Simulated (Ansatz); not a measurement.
Given:

VBiO4 (scheelite type, space group I4_1/a)

```cif
data_Bi2O8V2
_chemical_formula_sum 'Bi2 V2 O8'
_space_group_name_H-M_alt 'P 1'
_space_group_IT_number 1
_cell_length_a 6.84676
_cell_length_b 6.84676
_cell_length_c 6.84676
_cell_angle_alpha 136.074
_cell_angle_beta 136.074
_cell_angle_gamma 63.865
loop_
_space_group_symop_operation_xyz
  'x, y, z'
loop_
_atom_site_label
_atom_site_type_symbol
_atom_site_fract_x
_atom_site_fract_y
_atom_site_fract_z
_atom_site_occupancy
Bi1 Bi 0.75000 0.25000 0.50000 1
Bi2 Bi 0.00000 0.00000 0.00000 1
V1 V 0.25000 0.75000 0.50000 1
V2 V 0.50000 0.50000 0.00000 1
O1 O 0.07979 0.96784 0.39016 1
O2 O 0.57768 0.68963 0.60984 1
O3 O 0.71784 0.82768 0.38805 1
O4 O 0.43963 0.32979 0.61195 1
O5 O 0.67021 0.28216 0.10984 1
O6 O 0.17232 0.56037 0.89016 1
O7 O 0.03216 0.42232 0.11195 1
O8 O 0.31037 0.92021 0.88805 1
```

The volume is varied about the relaxed value V₀ at fixed cell shape. The atoms relax within the cell's symmetry.

These are r2SCAN (plane waves to 500 eV, PAW, scalar-relativistic; Ansatz, a first-principles code) values and carry that method's errors. k mesh 7×7×7 (Γ-centred), Fermi-Dirac smearing 0.05 eV. E stands for the smeared free energy. Compression counts positive. With the shape held, the modulus is that of even scaling; a crystal free to change shape is softer. Spin-orbit coupling is left out, though Bi is heavy. This is one of several known forms of VBiO4; the measured ambient cells at hand have space group No. 15 or 60. VBiO4 is run without spin polarisation. VBiO4 was relaxed with its symmetry unable to fall. The zero of ΔE is the relaxed starting cell.

The scan covers V/V₀ from 0.900 to 1.100 in 13 points.

Q: What is ΔE at V/V₀ = 1.100?

A: 46.9 meV/atom.

Q: What pressure does the cell carry at V/V₀ = 0.900?

A: 18.8 GPa.

Q: What is ΔE at V/V₀ = 0.900?

A: 67.8 meV/atom.

(A scan under strain: stresses follow from slopes of the energy per volume, elastic moduli from its curvatures.)
